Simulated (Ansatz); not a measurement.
CaSe:
```
CELL_PARAMETERS angstrom
      0.00000     2.97894     2.97894
      2.97894     0.00000     2.97894
      2.97894     2.97894     0.00000
ATOMIC_POSITIONS crystal
  Ca 0.00000 0.00000 0.00000
  Se 0.50000 0.50000 0.50000
```

Relaxed with PBE.

**Question.** Map the electron localisation function on the plane through (0.000, 0.000, 0.000) spanned by u = [1, 0, 0] and v = [0, 1, -1] in lattice vectors, from PBE (plane waves, PAW; program Ansatz).

**Answer.** x is the fraction of u, y of v (the angle between them is 90°; rows are the nearest grid lines); atoms in the plane: Ca at (0.00, 0.00), Se at (0.50, 0.50).
```
y \ x   0.000  0.0952  0.190  0.286  0.381  0.476  0.524  0.619  0.714  0.810  0.905   1.00
------  -----  ------  -----  -----  -----  -----  -----  -----  -----  -----  -----  -----
1.00    0.730   0.847  0.770  0.063  0.043  0.085  0.085  0.043  0.063  0.770  0.847  0.730
0.905   0.847   0.865  0.620  0.053  0.181  0.343  0.343  0.181  0.053  0.620  0.865  0.847
0.857   0.858   0.828  0.338  0.080  0.448  0.614  0.614  0.448  0.080  0.338  0.828  0.858
0.762   0.388   0.186  0.089  0.528  0.782  0.790  0.790  0.782  0.528  0.089  0.186  0.388
0.714   0.066   0.053  0.221  0.739  0.804  0.802  0.802  0.804  0.739  0.221  0.053  0.066
0.619   0.043   0.181  0.690  0.804  0.771  0.588  0.588  0.771  0.804  0.690  0.181  0.043
0.524   0.085   0.343  0.752  0.802  0.587  0.112  0.112  0.587  0.802  0.752  0.343  0.085
0.476   0.085   0.343  0.752  0.802  0.587  0.112  0.112  0.587  0.802  0.752  0.343  0.085
0.381   0.043   0.181  0.690  0.804  0.771  0.588  0.588  0.771  0.804  0.690  0.181  0.043
0.286   0.066   0.053  0.221  0.739  0.804  0.802  0.802  0.804  0.739  0.221  0.053  0.066
0.238   0.388   0.186  0.089  0.528  0.782  0.790  0.790  0.782  0.528  0.089  0.186  0.388
0.143   0.858   0.828  0.338  0.080  0.448  0.614  0.614  0.448  0.080  0.338  0.828  0.858
0.0952  0.847   0.865  0.620  0.053  0.181  0.343  0.343  0.181  0.053  0.620  0.865  0.847
0.000   0.730   0.847  0.770  0.063  0.043  0.085  0.085  0.043  0.063  0.770  0.847  0.730
```

The density is the valence pseudo-density with augmentation charge, so density and ELF within about 1 Å of a nucleus are not all-electron values.

Space group Fm-3m (rock salt). Symmetry was held in the PBE relaxation; phonons on a q-mesh show no instability.

Potentials: the later of the program's two PAW sets.
